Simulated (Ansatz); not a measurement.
# Relaxing a structure of LiNbSe$_{2}$

The start is a relaxed LiNbSe2 cell deformed by the Cartesian strain tensor (xx, yy, zz, yz, xz, xy) = (-0.077, 0.022, 0.097, 0.010, -0.035, -0.072). The structure is fully relaxed (lattice and positions, P = 0) with r2SCAN (plane waves to 500 eV, PAW, scalar-relativistic; Ansatz, an electronic-structure program). First-step values are on the input's coarse k-mesh.

Ansatz input (later rounds restart from its end on a renewed k-mesh):
Ansatz 0.2 input:
```yaml
crystal:
  lattice:
    - [3.2527656467, -0.2519748036, -0.1233443095]
    - [-1.8445994044, 3.2451111197, 0.0937179464]
    - [-0.4742894567, 0.142286837, 14.8655866861]
  atoms:
    - { symbol: Li, position: [0, 0, 0] }
    - { symbol: Li, position: [0, 0, 0.5] }
    - { symbol: Nb, position: [0, 0, 0.25] }
    - { symbol: Nb, position: [0, 0, 0.75] }
    - { symbol: Se, position: [0.3333333333, 0.6666666667, 0.1276276303] }
    - { symbol: Se, position: [0.6666666667, 0.3333333333, 0.8723723697] }
    - { symbol: Se, position: [0.6666666667, 0.3333333333, 0.6276276303] }
    - { symbol: Se, position: [0.3333333333, 0.6666666667, 0.3723723697] }
basis: { ecutwfc: 500, ecutrho_ratio: 4, xc_grid: 4, fft_grid_basis: typed }
kpoints: { mp_grid: { grid: [9, 8, 2] } }
hamiltonian:
  xc: r2scan
  dispersion: none
  pseudopotentials: { kind: paw }
scf: { occupations: { method: fermi_dirac, width: 0.05 } }
relax: { f_tol: 0.01, max_steps: 100, cell: { stress_tol: 0.02 } }
output: { forces: true, stress: true }
```

* **Largest initial force**: 1.28 eV/Å, on Se5, Se6 (atoms numbered as listed)
* **Energy released**: 0.23 eV/atom
* **Volume change**: -2.7 %, from 18.73 to 18.23 Å³/atom
* **Relative to the parent**: It relaxes back to the parent, P6₃/mmc (No. 194)
* **Band gap at the end**: 0.74 eV, indirect (valence top at Γ, conduction bottom at k = (0.1818, 0.1818, 0)) (no spin-orbit coupling)
* **Optimiser moves**: 6

The end point of the relaxation:

```cif
data_Li2Nb2Se4
_chemical_formula_sum 'Li2 Nb2 Se4'
_space_group_name_H-M_alt 'P63/mmc'
_space_group_IT_number 194
_space_group_name_Hall '-P 6c 2c'
_cell_length_a 3.52391
_cell_length_b 3.52391
_cell_length_c 13.55781
_cell_angle_alpha 90.000
_cell_angle_beta 90.000
_cell_angle_gamma 120.000
loop_
_atom_site_label
_atom_site_type_symbol
_atom_site_symmetry_multiplicity
_atom_site_Wyckoff_symbol
_atom_site_fract_x
_atom_site_fract_y
_atom_site_fract_z
_atom_site_occupancy
Li1 Li 2 a 0.00000 0.00000 0.00000 1
Nb1 Nb 2 b 0.00000 0.00000 0.25000 1
Se1 Se 4 f 0.33333 0.66667 0.12770 1
```

Final values are on a 11×11×3 k-mesh of the relaxed cell. No spin polarisation in the result.

The run could not lose the symmetry of its start.

The cell that was disturbed is our relaxation of an entry of Materials Project.
